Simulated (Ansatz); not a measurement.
# Computed properties of Ca2C (antifluorite)

All numbers come from the plane-wave code Ansatz. Spin-unpolarised throughout. Whether this structure exists isn't addressed.

The cell is Ca2C (antifluorite); cell and atoms were relaxed with r2SCAN. C has 8 Ca at 2.71 Å; Ca has 4 C at 2.71 Å.

Space group Fm-3m (No. 225). a = 6.257 Å, b = 6.257 Å, c = 6.257 Å, α = 90.00°, β = 90.00°, γ = 90.00°
```
atom  site  symmetry       x       y       z
   C    4a      m-3m  0.0000  0.0000  0.0000
  Ca    8c      -43m  0.2500  0.7500  0.7500
```

Relaxed lattice by functional, symmetry kept:
```json
{"functional": "PBE", "k mesh": "8×8×8", "a (Å)": "6.284", "volume (Å³/atom)": "20.67"}
{"functional": "r2SCAN", "k mesh": "6×6×6", "a (Å)": "6.257", "volume (Å³/atom)": "20.42"}
{"functional": "PBEsol", "k mesh": "6×6×6", "a (Å)": "6.205", "volume (Å³/atom)": "19.91"}
{"functional": "LDA", "k mesh": "6×6×6", "a (Å)": "6.116", "volume (Å³/atom)": "19.07"}
{"functional": "HSE06", "k mesh": "4×4×4", "a (Å)": "6.270", "volume (Å³/atom)": "20.54"}
```

On this one geometry the levels give:

| level | k mesh | gap (eV) | kind | edges | least direct gap (eV) |
| --- | --- | --- | --- | --- | --- |
| LDA | 8×8×8 | 0.20 | direct | X | 0.20 |
| PBE | 8×8×8 | 0.21 | direct | X | 0.21 |
| r2SCAN | 8×8×8 | 0.41 | direct | X | 0.41 |
| r2SCANh | 6×6×6 | 0.89 | direct | X | 0.89 |
| HSE06 | 6×6×6 | 0.83 | direct | X | 0.83 |
| DDH-PBE0 | 6×6×6 | 0.55 | direct | X | 0.55 |
| PBE0 | 6×6×6 | 1.47 | direct | X | 1.47 |

PBE: smearing of 0.02 eV; the others have fixed occupations.
Wave cutoffs: 420 eV, 500 eV (r2SCAN, r2SCANh). Set aside, since their points miss a band edge that the other levels read or their mesh is too coarse: LC-ωPBE.

With HSE06 the gap is 0.83 eV and direct, at X.

r2SCAN covers 33 % of the step from PBE to HSE06, while HSE06 needs about 17 times r2SCAN's cost (on a coarser mesh). All these functionals give a gap of the same kind, direct.

r2SCAN (ground state on 6×6×6): The electronic dielectric tensor ε∞ is 10.27 in all directions. Born charges, averaged over directions: C -3.87, Ca +1.94 e. PBE (ground state on 6×6×6): ε∞: 14.12 in all directions. Born charges, averaged over directions: C -4.16, Ca +2.08 e.

On the PBEsol cell (a = 6.205 Å), with PBEsol: All optical modes at Γ are real, from 225 to 246 cm⁻¹ without the longitudinal term; this says nothing of other wave vectors. With the long-range field the highest mode reaches 394 cm⁻¹. The program warns that the force constants, and all that is formed from them, aren't settled on this k mesh. The clamped-ion dielectric constant comes out as 15.52 in all directions. With the ions relaxed, ε⁰ is 39.8 in all directions. Born charges, averaged over directions: C -4.31, Ca +2.16 e.

The meshes of the hybrids are coarse, so their gaps aren't converged to the digits shown.
